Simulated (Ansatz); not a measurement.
SiS₂ in space group Ibam (No. 72; S on 8j, Si on 4a), PBE+D3(BJ) (plane waves, PAW; program Ansatz). The conduction-band minimum lies on the G0–X line, 62 % of the way from G0, with 2 equivalent valleys. Second derivatives d²E/dk² of the lowest band at one valley (eV·Å²), along Cartesian directions:

| direction | d²E/dk² |
|---|---|
| [100] | 10.98 |
| [010] | 10.12 |
| [001] | 3.825 |
| [110] | 10.55 |
| [101] | 7.404 |
| [011] | 6.972 |

### Question
Find the principal effective masses, the density-of-states mass and the conductivity mass.

### Answer
Off-diagonal terms follow from H_xy = H[110] − (H_xx + H_yy)/2, and m*/mₑ = 7.620 eV·Å² over each eigenvalue: 0.69, 0.75, 2.0. One valley's DOS mass (m₁m₂m₃)^(1/3) = 1.0, conductivity mass 3/(Σ 1/mᵢ) = 0.92 mₑ.

### Question
What effective density of states Nc follows at 300 K for parabolic valleys?

### Answer
Nc = 2.509e19 × 2 × (1.0)^(3/2) ≈ 5.0e19 cm⁻³.

The cell was relaxed with PBE+D3(BJ) under the symmetry of its start.

Potentials: the later of the program's two PAW sets.

Edges and masses are those of Kohn–Sham bands, whose gap is no quasiparticle gap.
